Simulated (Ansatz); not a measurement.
The geometry is COD entry 9013010, unchecked; take it as a test cell. The listed cell was then made from it by scaling, straining or moving an atom.

An input for Sb: DFT, PBEsol, all-electron LAPW, scalar-relativistic (Ansatz 0.2.0).

Command: `ansatz run input.yaml --threads 1 --pin off --max-ram 3072MiB --backend cpu --events-out ev --progress --plain --runs-dir out` The run took 46 s on 1 thread of Arm Neoverse V2, with other jobs on the host, peak memory 0.66 GiB.

```yaml
crystal:
  lattice:
    - [-1.5345172977, 1.5345172977, 2.5286397996]
    - [1.5345172977, -1.5345172977, 2.5286397996]
    - [1.5345172977, 1.5345172977, -2.5286397996]
  atoms:
    - { symbol: Sb, position: [0.0, 0.0, 0.0] }
kpoints:
  mp_grid: { grid: [19, 19, 19] }
  band_path:
    path:
      - [0.0, 0.0, 0.0]
      - [0.0, 0.0, 0.5]
      - [0.25, 0.25, 0.25]
      - [0.0, 0.5, 0.0]
      - [0.0, 0.0, 0.0]
      - [0.5, 0.5, -0.5]
      - [0.3420681988, 0.6579318012, -0.3420681988]
      - [-0.3420681988, 0.3420681988, 0.3420681988]
      - [0.0, 0.0, 0.0]
    npoints: 5
scf:
  occupations: { method: fermi_dirac, width: 0.05 }
hamiltonian:
  xc: pbesol
  pseudopotentials: { kind: all_electron, lapw: { basis_error: 0.00025 } }
output:
  forces: true
  stress: true
  eigenvalues: true
```

The results part of the log:

```
SCF 1 converged in 7 iterations: F = -176291.501919 eV  dr2 = 3.58e-8
NSCF: frozen V_eff on 41 k-points
SCF converged after 7 iterations
Free energy (F): -176291.501919 eV
Harris-Foulkes:  -176291.501919 eV  (|F-HF|=1.28e-9)
Internal energy: -176291.497048 eV  (E = F + TS)
E sigma→0 (E₀):  -176291.499483 eV
Entropy (-TS):   -0.004871 eV (-4.871 meV/atom)
Fermi energy:    16.998348 eV
--- Per-component energies (eV) ---
  E_band       = -803.473862
  E_kinetic    = 185779.667207
  E_xc         = -4567.480508
  E_electrostatic = -357503.683747  (all electrons and nuclei)
  E_smearing   = -0.004871  (= −TS)
  E_closure    = 0.000000  (closes the sum)
  E_atoms      = -176287.264445  (free atoms, spherical and without spin; not in F)
  Σ components = -176291.501919   (vs F -176291.501919, Δ=0.00e0)
  Basis errors (estimates in eV, not in F): energy 7.0e-5 per atom: plane waves 6.5e-5 (3.3e-5 summed), levels above the bands 7.5e-100, relativity 5.8e-9, radial functions 4.5e-6, core shells 6.5e-10; eigenvalues (radial functions only) 1.8e-4; not estimated: angular momenta, meshes, grids; target (lapw.basis_error) 2.5e-4; muffin-tin radii Sb 1.535 Å
--- Forces (eV/Å), atoms counted from 1 ---
  atom   1  Sb     0.00000000     0.00000000    -0.00000000
  max |Σ_I F_I| component: 9.86e-32 eV/Å
--- Stress (GPa, compression-positive) ---
        8.729431      -0.000000      -0.000000
       -0.000000       8.729431       0.000000
       -0.000000       0.000000       7.791554
  P = ⅓ Tr σ = 8.4168 GPa (84.168 kbar)
--- Band table (eV; the first three rows and the last of 550) ---
  k-point 0: bands = ["-127.3410", "-80.3782", "-80.3641", "-80.3641", "-12.4122", "-12.3341", "-12.3122", "-12.3122", "-12.2406", "2.9790", "22.9217", "23.2466", "23.2466", "27.3578", "27.5932", "28.6406"]
  k-point 1: bands = ["-127.3410", "-80.3782", "-80.3643", "-80.3642", "-12.4054", "-12.3316", "-12.3144", "-12.3105", "-12.2430", "3.0700", "22.6315", "22.6942", "22.8944", "26.5115", "28.2675", "28.2749"]
  k-point 2: bands = ["-127.3409", "-80.3782", "-80.3646", "-80.3645", "-12.3858", "-12.3248", "-12.3206", "-12.3056", "-12.2500", "3.3429", "21.5673", "21.9076", "22.0379", "25.3830", "28.2583", "29.7581"]
  k-point 549: bands = ["-127.3408", "-80.3801", "-80.3648", "-80.3647", "-12.4455", "-12.3635", "-12.2215", "-12.2197", "-12.2165", "7.8946", "10.6619", "18.2746", "18.9087", "22.9265", "23.5932", "38.1435"]
```
